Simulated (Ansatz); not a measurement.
Ansatz input

```yaml
crystal:
  lattice:
    - [3.8313862792, 0.0, 0.0]
    - [-1.9156931396, 3.3180778495, 0.0]
    - [0.0, 0.0, 3.8945054369]
  atoms:
    - { symbol: Se, position: [0.3333333333, 0.6666666667, 0.25] }
    - { symbol: Se, position: [0.6666666667, 0.3333333333, 0.75] }
hamiltonian:
  xc: blyp
  pseudopotentials:
    kind: paw
    azcp:
      Se: "pseudopotentials/Se.paw.azcp"
basis:
  ecutwfc: 420
  fft_grid_basis: typed
kpoints:
  mp_grid: { grid: [16, 16, 13], shift: [0, 0, 0] }
magnetization:
  spin_polarized: false
scf:
  occupations: { method: fermi_dirac, width: 0.1 }
output:
  write_density: true
  write_potential: true
  elf: true
  volumetric_format: npy
```

Output

```
Engine: ansatz 0.2.0, aarch64-unknown-linux-gnu
Pseudopotentials: kind: paw
Pseudopotential: Se, paw, valence charge 16, recommended cutoff 420 eV (normal) 
Functional definition: BLYP
  parameter beta = 0.0042
  parameter a = 0.04918
  parameter b = 0.132
  parameter c = 0.2533
  parameter d = 0.349
  exchange = b88_x(beta = beta)
  correlation = lyp_c(a = a, b = b, c = c, d = d)
Crystal: 2 atoms, lattice volume = 49.510 Å³
Basis set: ecut = 420 eV, 961 PW (Γ), exchange–correlation on 54×54×54 points (8 copies of the dense FFT grid, shifted against one another)
Bands: 20, of which v1, the nominal top of the filled ones, is band 16 counted from 1 (15 counted from 0)
Symmetry: 24 space group operations
Space group: P63/mmc (ITA 194), of the structure as read, at distance tolerance 3.7e-5 Å
k-points: 210 of 3328
Non-local potential: Se, projectors of the file, l = 0: 2, l = 1: 2, l = 2: 3, l = 3: 1
PAW form: soft (Blöchl's): semilocal exchange-correlation on the pseudo side does not see the compensation charge
PAW frozen core: Se, regenerated for the run's functional, and the local potential with it (the file was generated under x = pbe(κ = 0.804, μ = 0.2195149727645171), c = pbe(β = 0.06672455060314922))
PAW one-centre angular grid: Se, 590 points (default); XC on 64 Gauss nodes
Initial density: superposition of atomic densities (neutral atoms: chi_scale 0, normalization atom), corrected by the library's trained network
Initial wavefunctions: pseudopotential atomic-orbital guess
Functional: x = b88, c = lyp
SCF iter   1: F=—  HF=-10959.430506 eV  |F-HF|=—  |Δ(HF+E_count)|=         —  Δρ=7.16e-3  dr2=2.31e-2  ethr=1.77e-3  ⟨swp⟩=5.2  Hψ=18824  notcnv=0
SCF iter   2: F=—  HF=-10959.422000 eV  |F-HF|=—  |Δ(HF+E_count)|=   8.51e-3  Δρ=1.26e-3  dr2=3.89e-4  ethr=7.21e-5  ⟨swp⟩=2.0  Hψ=7940  notcnv=0
SCF iter   3: F=—  HF=-10959.422227 eV  |F-HF|=—  |Δ(HF+E_count)|=   2.27e-4  Δρ=2.62e-4  dr2=4.61e-5  ethr=1.22e-6  ⟨swp⟩=2.0  Hψ=7600  notcnv=0
SCF iter   4: F=—  HF=-10959.422143 eV  |F-HF|=—  |Δ(HF+E_count)|=   8.42e-5  Δρ=9.58e-5  dr2=4.90e-6  ethr=1.44e-7  ⟨swp⟩=2.0  Hψ=7597  notcnv=0
SCF iter   5: F=—  HF=-10959.422135 eV  |F-HF|=—  |Δ(HF+E_count)|=   7.85e-6  Δρ=2.23e-5  dr2=2.97e-7  ethr=1.53e-8  ⟨swp⟩=2.2  Hψ=6217  notcnv=0
SCF iter   6: F=-10959.422135 eV  HF=-10959.422135 eV  |F-HF|=3.29e-9  |Δ(HF+E_count)|=   1.38e-7  Δρ=3.33e-6  dr2=5.42e-9  ethr=3.13e-10  ⟨swp⟩=3.9  Hψ=13073  notcnv=0
SCF 1 converged in 6 iterations: F = -10959.422135 eV  dr2 = 5.42e-9
SCF converged after 6 iterations
Free energy (F): -10959.422135 eV
Harris-Foulkes:  -10959.422135 eV  (|F-HF|=3.29e-9)
Internal energy: -10959.378345 eV  (E = F + TS)
E sigma→0 (E₀):  -10959.400240 eV
Entropy (-TS):   -0.043790 eV (-21.895 meV/atom)
Fermi energy:    8.555840 eV
--- Per-component energies (eV) ---
  E_band       = -764.328658
  E_kinetic    = 233.304680
  E_local      = -4659.793580  (includes V_loc(G=0)·N_el)
  E_nonlocal   = -1194.589826
  E_hartree    = 2305.407783
  E_xc         = -203.695532
  E_vxc        = -188.700675  (∫ρ·V_xc dr)
  E_paw        = -3849.802245  (= ΣΔE_a)
  E_vpaw       = 434.641183  (= ΣTr[D̂ρ^β])
  E_aug_tail   = -0.001246  (compensation charges beyond the density's cutoff)
  E_ewald      = -3590.731089
  E_core_change = 0.522710  (= ΣΔE_core)
  E_smearing   = -0.043790  (= −TS)
  E_closure    = 0.000000  (closes the sum)
  Σ components = -10959.422135   (vs F -10959.422135, Δ=0.00e0)
--- Band table (eV; the first three rows and the last of 210) ---
  k-point 0: bands = ["-39.7188", "-39.7118", "-39.7050", "-39.7050", "-39.6906", "-39.6906", "-39.6516", "-39.6516", "-39.6504", "-39.6504", "-6.5974", "-1.9271", "4.5809", "6.3632", "6.3632", "9.2197", "9.2197", "11.3003", "13.5123", "15.7008"]
  k-point 1: bands = ["-39.7187", "-39.7119", "-39.7048", "-39.7048", "-39.6909", "-39.6909", "-39.6515", "-39.6515", "-39.6504", "-39.6504", "-6.5516", "-2.0437", "4.6700", "6.4045", "6.4045", "9.1920", "9.1920", "11.1030", "13.6901", "15.8142"]
  k-point 2: bands = ["-39.7183", "-39.7121", "-39.7043", "-39.7043", "-39.6917", "-39.6917", "-39.6513", "-39.6513", "-39.6503", "-39.6503", "-6.4151", "-2.3669", "4.9207", "6.5270", "6.5270", "9.1042", "9.1042", "10.5875", "14.2086", "16.1040"]
  k-point 209: bands = ["-39.7149", "-39.7148", "-39.6993", "-39.6979", "-39.6978", "-39.6971", "-39.6509", "-39.6507", "-39.6507", "-39.6500", "-3.9949", "-3.9435", "3.3353", "3.3902", "5.4139", "6.0640", "11.1038", "11.1890", "17.9674", "18.4694"]
```
